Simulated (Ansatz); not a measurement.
# Al (diamond): energy against volume

Method: Ansatz, DFT, LDA (PW92), plane waves (420 eV) with PAW, scalar-relativistic. (PAW data from PBE, frozen cores regenerated.)

The cell is scaled uniformly from the relaxed one, with fractional coordinates and shape fixed. Energies are extrapolated to zero smearing, pressures are those at the given smearing. Magnetic state: spin not included.

A Birch-Murnaghan fit gives V₀ = 26.26 Å³/atom, B₀ = 41 GPa, B₀′ = 4.3.

(1) What are the energy above the minimum and the pressure at 23.159 Å³/atom?

(2) What are the energy above the minimum and the pressure at 25.264 Å³/atom?

(3) What are the energy above the minimum and the pressure at 28.422 Å³/atom?

## Answers

(1) 59.2 meV/atom and 6.88 GPa as computed.

(2) 5.3 meV/atom and 1.84 GPa as computed.

(3) 20.0 meV/atom and -2.69 GPa as computed.
